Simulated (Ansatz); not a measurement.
CsPbCl₃ (cubic perovskite, Pm-3m), PBEsol in the plane-wave PAW code Ansatz, all energies at zero smearing, with the estimated change up to a 700 eV cutoff added, with one set of potentials and settings (totals compare only within such a set). Cell of 5 atoms (1 Cs, 1 Pb, 3 Cl): -20530.634 eV.

| element | reference phase | E (eV/atom) |
|---|---|---|
| Cs | P6_3/mmc, 2 atoms in the cell | -5585.7977 |
| Pb | Fm-3m, 1 atoms in the cell | -11754.9486 |
| Cl | Cmce, 4 atoms in the cell | -1060.8120 |

Formation energy per atom, worked out: (-20530.634 − 1×(-5585.7977) − 1×(-11754.9486) − 3×(-1060.8120))/5 = -1.490 eV/atom (-144 kJ per mol of atoms), at 0 K, without zero-point energy or fitted corrections.

This is a known high-temperature phase of the composition, computed here at zero pressure and temperature. The cell was relaxed with PBEsol under the symmetry of its start; whether a distortion lowers the energy is not shown. The references are the lowest solids computed at this level, not always the standard phases (solids in place of the gases). Scalar-relativistic: spin–orbit coupling is off unless named, which matters more the heavier the elements.

Potentials: the later of the program's two PAW sets.
